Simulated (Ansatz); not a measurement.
**NbPb3, a known structure type with other elements, at an estimated volume**

```
Pb Nb
1.0
     0.00000    4.42772    0.00000
     4.42772    0.00000    0.00000
     2.21386    2.21386   -5.08079
Pb Nb
3 1
Cartesian
  2.2139 2.2139 0.0000
  2.2139 4.4277 -2.5404
  4.4277 2.2139 -2.5404
  0.0000 0.0000 0.0000
```

The numbers come from plane-wave PAW DFT (Ansatz): PBE, no spin polarisation, 420 eV, 8×8×8 Γ-centred k points, fermi-dirac occupations (width 0.1 eV). Nothing was relaxed.

**Question.** Is it stable against the elements?

**Answer.** 0.56 eV an atom against the elements' usual phases (free molecules for gases, crystals otherwise, with no correction for O₂ or N₂), so at this geometry it isn't bound against them. Relaxing would lower it.

**Question.** Give the Bader charges.

**Answer.** Bader charges in e: Nb +0.59, Pb -0.32 to -0.13. In the mean Nb gives up most and Pb takes most.

**Question.** Is there a gap?

**Answer.** It is a metal, with about 4 states/eV a cell as the mean within 0.25 eV of the Fermi level, mostly Nb d (66 %) and Pb p (25 %).

**Question.** What do density and ELF say about some of the short contacts?

**Answer.** Pb–Pb at 3.13 Å: least valence density 0.20 e/Å³ and ELF 0.25 there. Pb–Nb at 3.13 Å: least valence density 0.21 e/Å³ and ELF 0.32 there. These are pseudo-fields; inside the PAW spheres they differ from the all-electron ones.

**Question.** What does the stress say?

**Answer.** The pressure is 4.1 GPa (compression positive), so with the atoms held at these fractions the cell would first expand.

Origin: a known structure type with other elements, at an estimated volume, so it need not be a known compound. Caveats: many states at the Fermi level without spin polarisation, so a magnetic state may lie lower.
